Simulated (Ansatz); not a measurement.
LuSi2Ni: what a change of hamiltonian.hubbard does

Level of theory: PBEsol, no spin polarisation, scalar-relativistic; Ansatz, plane waves to 420 eV (PAW set soft_2), k-mesh 8×8×8. These are the settings of the reference run.

Cell:

```yaml
crystal:
  lattice:
    - [1.92532, -8.17563, 0.00000]
    - [1.92532, 8.17563, 0.00000]
    - [0.00000, 0.00000, 3.86417]
  atoms:
    - { symbol: Lu, position: [0.89563, 0.10437, 0.75000] }
    - { symbol: Lu, position: [0.10437, 0.89563, 0.25000] }
    - { symbol: Ni, position: [0.67513, 0.32487, 0.75000] }
    - { symbol: Ni, position: [0.32487, 0.67513, 0.25000] }
    - { symbol: Si, position: [0.54016, 0.45984, 0.75000] }
    - { symbol: Si, position: [0.45984, 0.54016, 0.25000] }
    - { symbol: Si, position: [0.25019, 0.74981, 0.75000] }
    - { symbol: Si, position: [0.74981, 0.25019, 0.25000] }
```

The reference run of this cell is solved again as a single point with these keys changed:

| key | reference run | changed run |
| --- | --- | --- |
| hamiltonian.hubbard | not typed | {sites: [{species: Ni, l: d, u_eff: 1.0}], double_counting: amf} |

Q: How far do the results move?

A: 

| quantity | reference run | changed run |
| --- | --- | --- |
| pressure (GPa) | 0.0 | 0.0 |
| largest force (eV/Å) | 0.00 | 0.00 |
| gap on the mesh (eV) | 0.00 | 0.00 |

The Hamiltonian isn't the same, so energies aren't compared. It took 13 iterations.

Caveats: the reference run: a metal with Cr, Mn, Fe, Co or Ni was run without spin, and may be magnetic; a single point, atoms not relaxed again; a change of U can also leave the f or d shell in another state.
